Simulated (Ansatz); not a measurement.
## From three elastic constants to directional properties of SbRh₃

Theory: Ansatz 0.2.0, DFT r2SCAN, scalar-relativistic, plane waves, PAW. Settings: 500 eV plane-wave cutoff, Γ-centred 10×10×10 mesh, Fermi-Dirac smearing of 0.15 eV. No spin polarisation.

Relaxed structure:
```cif
data_structure
_symmetry_space_group_name_H-M 'P 1'
_symmetry_Int_Tables_number 1
_cell_length_a 3.9276
_cell_length_b 3.9276
_cell_length_c 3.9276
_cell_angle_alpha 90.000
_cell_angle_beta 90.000
_cell_angle_gamma 90.000
_cell_volume 60.59
loop_
_atom_site_label
_atom_site_type_symbol
_atom_site_fract_x
_atom_site_fract_y
_atom_site_fract_z
_atom_site_occupancy
Sb1 Sb 0.00000 0.00000 0.00000 1
Rh1 Rh 0.50000 0.50000 0.00000 1
Rh2 Rh 0.50000 0.00000 0.50000 1
Rh3 Rh 0.00000 0.50000 0.50000 1
```

In a metal, frequencies and elastic constants depend on the k mesh and the smearing, soft modes and shear constants most.

With ions relaxed, on the cubic axes: C11 = 333.5, C12 = 168.5, C44 = 121.9 GPa. The density is 11.798 g/cm³. Zone-centre modes weren't checked beside this run.

Q: Is the crystal stable against strain, and how anisotropic is it?

A: Born's conditions hold: C11 + 2C12 = 670.5, C11 − C12 = 165.0 and C44 = 121.9 GPa are all positive. B = (C11 + 2C12)/3 = 223.5 GPa. The two shear moduli are C44 and C′ = (C11 − C12)/2 = 82.5 GPa, so Zener's ratio is A = C44/C′ = 1.48: the tetragonal shear C′ is the soft one, as in many fcc and bcc metals and zincblende crystals. The Cauchy pressure C12 − C44 is 46.6 GPa; it would vanish for pair forces between atoms on inversion centres at zero pressure, and a positive value is usual with metallic or many-body binding, and where atoms off inversion centres relax under shear, which lowers C44.

Q: Give the sound speeds along the three symmetry directions.

A: The Christoffel equation gives ρv² for each branch:
| direction | branch | ρv² | GPa | v (m/s) |
| --- | --- | --- | --- | --- |
| [100] | L | C11 | 333.5 | 5317 |
| [100] | T (×2) | C44 | 121.9 | 3215 |
| [110] | L | (C11 + C12 + 2C44)/2 | 372.9 | 5622 |
| [110] | T, u ∥ [001] | C44 | 121.9 | 3215 |
| [110] | T, u ∥ [1-10] | (C11 − C12)/2 | 82.5 | 2645 |
| [111] | L | (C11 + 2C12 + 4C44)/3 | 386.1 | 5720 |
| [111] | T (×2) | (C11 − C12 + C44)/3 | 95.7 | 2847 |

Q: How does Young's modulus depend on direction?

A: Inverting gives S11 = 4.537, S12 = -1.523, S44 = 8.201 TPa⁻¹. Along a unit vector (l, m, n), 1/E = S11 − 2(S11 − S12 − S44/2)(l²m² + m²n² + n²l²), where the last bracket is 0, 1/4 and 1/3 for [100], [110] and [111]: E = 220, 281 and 310 GPa. With A > 1 the body diagonal is stiffest. For a film on (001), the biaxial modulus is C11 + C12 − 2C12²/C11 = 332 GPa and the normal strain is −2C12/C11 = -1.01 times the in-plane one.

Cost: 1 run of about 3.9 core-minutes, on Intel Xeon Platinum 8375C (Ice Lake) (shared hosts).